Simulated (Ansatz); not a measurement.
MgPt:
```xyz
8
Lattice="5.0435 0.0000 0.0000 0.0000 5.0435 0.0000 0.0000 0.0000 5.0435" Properties=species:S:1:pos:R:3 pbc="T T T"
Mg     0.7852     1.7366     3.3069
Mg     1.7366     3.3069     0.7852
Mg     3.3069     0.7852     1.7366
Mg     4.2583     4.2583     4.2583
Pt     4.2995     3.2657     1.7778
Pt     3.2657     1.7778     4.2995
Pt     1.7778     4.2995     3.2657
Pt     0.7440     0.7440     0.7440
```

Relaxed with r²SCAN. Special points in fractions of this cell's reciprocal vectors: Γ (0.000, 0.000, 0.000); X (0.000, 0.500, 0.000); M (0.500, 0.500, 0.000); R (0.500, 0.500, 0.500); X1 (0.500, 0.000, 0.000).

**Question.** List the band energies nearest the Fermi level at these points for DFT-r²SCAN in the program Ansatz with PAW potentials.

**Answer.** In eV from the Fermi level; about four levels below and three above (degenerate sets whole), none deeper than 8.9 eV; points with the same levels are listed once.

```json
[
 {"k": "Γ", "below": "-1.39 -1.39 -0.72 -0.72 -0.72", "above": "1.26 1.26 1.26"},
 {"k": "X", "below": "-1.77 -1.77 -1.25 -1.25", "above": "0.05 0.05 0.72 0.72"},
 {"k": "M", "below": "-1.56 -1.56 -1.41 -1.41", "above": "2.00 2.00 3.22 3.22"},
 {"k": "R", "below": "-1.51 -1.51 -1.51 -1.51", "above": "0.26 0.26 0.26 0.26"}
]
```

Space group P2_13. The first step of the workflow began from a Materials Project structure, measured or hypothetical; the Crystallography Open Database copy checked does not list it. With Mg and Pt taken as one species the cell has the higher symmetry Pa-3, so it may be an ordered model of a mixed-site phase. Its standing as an ambient phase is unchecked. The r²SCAN relaxation kept the symmetry of its start; its stability against distortions is not shown here. The run is not spin-polarised. Spin–orbit coupling is left out wherever it is not named.

Potentials: the later of the program's two PAW sets.
